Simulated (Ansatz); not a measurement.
NiTe$_{2}$:
Space group P-3m1 (No. 164); a = 3.7952 Å, b = 3.7952 Å, c = 5.1127 Å, α = 90.00°, β = 90.00°, γ = 120.00°

```json
[
 {"atom": "Ni", "site": "1a", "symmetry": "-3m.", "x": "0.0000", "y": "0.0000", "z": "0.0000"},
 {"atom": "Te", "site": "2d", "symmetry": "3m.", "x": "0.3333", "y": "0.6667", "z": "0.2520"}
]
```

This is the LDA-relaxed structure.

### Question
All from LDA in the plane-wave PAW code Ansatz, unless another level is named. Give the bulk modulus (Birch–Murnaghan fit).

### Answer
652 kbar.

### Question
What about the highest zone-centre frequency?

### Answer
228 cm⁻¹.

The workflow started from a Materials Project entry (that database holds measured and hypothetical structures alike); the Crystallography Open Database files this formula in space group No. 164, but the cells were not matched. Whether it is the stable phase at ambient conditions was not checked. The cell was relaxed with LDA under the symmetry of its start; of distortions, only those at the zone centre were tested. No spin polarisation was allowed. A crystal of weakly bound layers computed without a dispersion correction: the cell and the soft elastic constants depend strongly on that. As this level gives no gap, phonon frequencies hold no LO–TO term and depend on the k-mesh and smearing (Fermi–Dirac, 0.1 eV here). Spin–orbit coupling is left out wherever it is not named.

Potentials: the later of the program's two PAW sets.
